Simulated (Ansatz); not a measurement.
**TiAl: two-dimensional strain map**

Theory: Ansatz 0.2.0, DFT PBEsol, scalar-relativistic, plane waves, PAW. Settings: plane waves to 420 eV, k-mesh 18×18×10 (Γ-centred), Gaussian smearing 0.15 eV. No spin polarisation. Energies are free energies at this smearing, counted from the undisturbed cell; pressure is positive in compression.

Reference structure (as given, not relaxed at this level; it stands at -2.8 GPa, and it needn't be the usual structure):

```xyz
2
Lattice="2.8673 0.0000 0.0000 -1.4336 2.4831 0.0000 0.0000 0.0000 4.6781" Properties=species:S:1:pos:R:3 pbc="T T T"
Ti   -1.4336    2.4831    0.0000
Al    0.0000    1.6554    2.3390
```

The cell is strained by p along both x and y and by q along z, fractional coordinates fixed. Points are written (p, q).

Energy above the undisturbed cell in meV/atom (a dash: not computed):

```csv
p \ q,-0.030,-0.015,0.000,0.015,0.030
-0.030,20.9,11.7,8.7,11.5,19.7
-0.015,3.7,?,-1.8,3.8,?
0.000,-1.2,-3.3,0.0,8.3,21.3
0.015,4.9,6.2,12.6,23.7,39.1
0.030,20.8,?,?,48.6,66.4
```

Task: Fill in the withheld energies.

Result: (-0.015, -0.015): -1.9; (-0.015, 0.030): 14.3; (0.030, -0.015): 25.4; (0.030, 0.000): 34.8.